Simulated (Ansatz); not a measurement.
Ge (diamond)

```
CELL_PARAMETERS angstrom
      0.00000     5.76168     5.76168
      2.88084     0.00000     2.88084
      2.88084     2.88084     0.00000
ATOMIC_POSITIONS crystal
  Ge 0.25000 0.50000 0.50000
  Ge 0.75000 0.50000 0.50000
  Ge 0.37500 0.75000 0.75000
  Ge 0.87500 0.75000 0.75000
```

The atoms are displaced by Q × the pattern below (from a DFPT mode at L = (0.5, 0.0, 0.0), largest move 1; Q in Å), at fixed cell. It is one choice among 2 degenerate patterns. (q is in reciprocal vectors of the primitive cell; the cell shown is doubled to hold the pattern.)

```tsv
atom	x	y	z
Ge1	0.285	-0.520	0.805
Ge2	-0.285	0.520	-0.805
Ge3	0.285	-0.520	0.805
Ge4	-0.285	0.520	-0.805
```

These are PBE (plane waves to 420 eV, PAW, scalar-relativistic; Ansatz, a program for electronic structure) values and carry that method's errors. k mesh 7×14×14 (Γ-centred), Fermi-Dirac smearing 0.05 eV. The energy includes the smearing's −TS. With partly filled bands, energies and forces of such displacements shift with the k mesh and the smearing. Ge was relaxed with its symmetry unable to fall. The zero of ΔE is the undisplaced structure. The last digit holds for this mesh only.

```tsv
Q (Å)	ΔE (meV/cell)
-0.180	62.9
-0.150	43.3
-0.120	27.5
-0.090	withheld
-0.060	6.8
-0.030	1.7
0.000	0.0
0.030	1.7
0.060	6.8
0.090	withheld
0.120	27.5
0.150	43.3
0.180	62.9
```

Task: Fit an even polynomial form (powers 2, 4) to the given rows and predict ΔE at Q = 0.090.

Result: Least squares on the 11 given rows: ΔE = (1885)·Q² + (1749)·Q⁴, in meV/cell with Q in Å; root-mean-square residual 0.01 meV/cell. At 0.090 the fit gives 15.4 meV/cell; the calculation gives 15.4 meV/cell, the same to the digits shown. The quadratic term alone would give 15.3 meV/cell.

(For displaced atoms, the force is minus the slope of the energy, and its curvature is a force constant, which sets phonon frequencies.)
